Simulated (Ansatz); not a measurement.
## LuH2ClO2 in Ansatz, relaxation

Input:

```yaml
crystal:
  lattice:
    - [6.269768, 0.0, 0.0]
    - [0.0, 3.562085, 0.0]
    - [-1.709766, 0.0, 6.418555]
  atoms:
    - { symbol: Lu, position: [0.27931, 0.25, 0.10637] }
    - { symbol: Lu, position: [0.72069, 0.75, 0.89363] }
    - { symbol: Cl, position: [0.2271, 0.75, 0.4222] }
    - { symbol: Cl, position: [0.7729, 0.25, 0.5778] }
    - { symbol: O, position: [0.1052, 0.75, 0.906] }
    - { symbol: O, position: [0.8948, 0.25, 0.094] }
    - { symbol: H, position: [0.131, 0.75, 0.7645] }
    - { symbol: H, position: [0.869, 0.25, 0.2355] }
    - { symbol: O, position: [0.5412, 0.75, 0.1582] }
    - { symbol: O, position: [0.4588, 0.25, 0.8418] }
    - { symbol: H, position: [0.6442, 0.75, 0.2996] }
    - { symbol: H, position: [0.3558, 0.25, 0.7004] }
  symmetry: { tolerance: 0.0003 }
kpoints:
  mp_grid: { grid: [4, 6, 4], shift: [0, 0, 0] }
magnetization:
  spin_polarized: false
scf:
  occupations: { method: cold, width: 0.0158 }
  lower_state_search: "off"
hamiltonian:
  pseudopotentials: { kind: paw }
  xc: r2scan
basis:
  ecutwfc: 500
  fft_grid_basis: typed
relax:
  max_steps: 60
  cell: { p_target: 0.0 }
  f_tol: 0.03
output:
  forces: true
  stress: true
  eigenvalues: true
  populations: true
  elf: true
  write_potential: true
  volumetric_format: npy
  dos:
    e_range: [-12, 8]
    de: 0.05
    projected: { site_lists: { Cl: [Cl], H: [H], Lu: [Lu], O: [O] } }
  bader: false
checkpoint:
  read: saved_state
```

Launch command:

```bash
ansatz run input.yaml --threads 2 --pin off --max-ram 2560MiB --backend cpu --events-out ev --progress --plain --runs-dir out
```

Origin of the cell: a database entry, scaled a little.

The saved state is a converged single point of the same cell.

Steps («new basis» is an SCF on plane waves selected anew at the same cell):

```
step  ΔF (meV/atom)  max force component (eV/Å)  P (GPa)  volume (Å³)  SCF iterations   step was
   1            0.0                       1.015    -5.57       143.35               7   accepted
   2           -7.8                       0.987     1.53       134.64               9   accepted
   3          -14.3                       0.217    -0.54       137.97               8   accepted
   4          -14.6                       0.035    -0.08       137.87               6   accepted
   5          -14.6                       0.027    -0.06       137.93               6   accepted
   6          -14.6                       0.012     0.02       137.79               7   accepted
   7          -14.3                       0.014     0.04       137.79               6  new basis
```

The starting structure.

Space group P2_1/m (No. 11); the run's cell has a = 6.270 Å, b = 3.562 Å, c = 6.642 Å, α = 90.00°, β = 104.92°, γ = 90.00°. Shortest distances: H–O 0.99 Å, Lu–O 2.32 Å, H–H 2.38 Å, Cl–H 2.50 Å, O–O 2.70 Å, Cl–Lu 2.83 Å.

After:

Space group P2_1/m (No. 11); the run's cell has a = 6.183 Å, b = 3.501 Å, c = 6.575 Å, α = 90.00°, β = 104.52°, γ = 90.00°. Shortest distances: H–O 0.97 Å, Lu–O 2.28 Å, H–H 2.44 Å, Cl–H 2.51 Å, O–O 2.65 Å, Cl–Lu 2.79 Å.

```
CELL_PARAMETERS angstrom
6.18319 0.00000 0.01857
0.00000 3.50106 0.00000
-1.66715 0.00000 6.36009
ATOMIC_POSITIONS crystal
Lu 0.27823 0.25000 0.10523
Lu 0.72177 0.75000 0.89477
Cl 0.22575 0.75000 0.41977
Cl 0.77425 0.25000 0.58023
O 0.10547 0.75000 0.90786
O 0.89453 0.25000 0.09214
H 0.12634 0.75000 0.76688
H 0.87366 0.25000 0.23312
O 0.54188 0.75000 0.15872
O 0.45812 0.25000 0.84128
H 0.62783 0.75000 0.30364
H 0.37217 0.25000 0.69636
```

| Quantity | Value |
| --- | --- |
| Free energy lowered by | 14.3 meV/atom |
| Volume change | -3.88 % |
| Final pressure | 0.04 GPa |
| Relaxation steps listed | 7 |
| Gap on the mesh | 5.37 eV |

Caveats: no spin-orbit coupling, though heavy elements are present; the relaxation held the start's symmetry, so the end may be a saddle point.

It ran for 3.1 min on 2 threads of Arm Neoverse V2, with other jobs on the host, peak memory 0.88 GiB, from a saved density.
